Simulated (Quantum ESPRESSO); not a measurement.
Inputs of pw.x and gipaw.x (a modified build of Quantum ESPRESSO, PBE) for AlAs; the starting potential comes from an earlier run on another mesh:

```
&CONTROL
  calculation = 'scf'
  prefix = 'x'
  pseudo_dir = './pseudo'
  outdir = './out'
  tprnfor = .true.
/
&SYSTEM
  ibrav = 0
  nat = 2
  ntyp = 2
  ecutwfc = 40
  ecutrho = 160
  occupations = 'fixed'
  nbnd = 9
/
&ELECTRONS
  conv_thr = 1e-11
  startingpot = 'file'
/
ATOMIC_SPECIES
Al 26.982 Al.GGA_PBE-JTH.UPF
As 74.922 As.GGA_PBE-JTH.UPF
CELL_PARAMETERS angstrom
    0.000000000000     2.837900000000     2.837900000000
    2.837900000000     0.000000000000     2.837900000000
    2.837900000000     2.837900000000     0.000000000000
ATOMIC_POSITIONS crystal
Al     0.000000000000     0.000000000000     0.000000000000
As     0.750000000000     0.750000000000     0.750000000000
K_POINTS automatic
8 8 8 1 1 1
```

```
&INPUTGIPAW
  job = 'nmr'
  prefix = 'x'
  tmp_dir = './out/'
  restart_mode = 'from_scratch'
  pawproj(1) = .true.
  pawproj(2) = .true.
  use_nmr_macroscopic_shape = .false.
/
```

Geometry: a computed entry of the Materials Project; it was not checked against measured cells. It is AlAs in F-43m. Stability against distortions was not tested.

Q: Predict the shielding tensors that the run ends with.

A: 
```
     Total NMR chemical shifts in ppm: ---------------------------------------
     (adopting the Simpson convention for anisotropy and asymmetry)-----------

     Atom  1  Al  pos: (  0.000000  0.000000  0.000000)  Total sigma:         395.85
           395.8501          0.0000         -0.0000
            -0.0000        395.8501          0.0000
            -0.0000          0.0000        395.8501

     Al      1    anisotropy:      0.00    eta:    0.0000
     Al      1    sigma_11=    395.85
     Al      1    sigma_22=    395.85
     Al      1    sigma_33=    395.85

     Atom  2  As  pos: (  1.060660  1.060660  1.060660)  Total sigma:        1564.35
          1564.3524         -0.0000         -0.0000
            -0.0000       1564.3524          0.0000
            -0.0000          0.0000       1564.3524

     As      2    anisotropy:      0.00    eta:    0.0000
     As      2    sigma_11=   1564.35
     As      2    sigma_22=   1564.35
     As      2    sigma_33=   1564.35
```
The printed anisotropy is 3/2 (σ_33 − σ_iso) in the program's own order; the axes are left out here. All sites are cubic, so the anisotropy vanishes by symmetry. Shieldings are absolute and leave out the bulk-susceptibility term; a larger σ means a smaller chemical shift. By our sweeps, such settings leave a few ppm in absolute σ on light atoms and up to some 20 ppm from Zn on. The datasets of Al hold no d projectors, which limits absolute σ on these atoms.
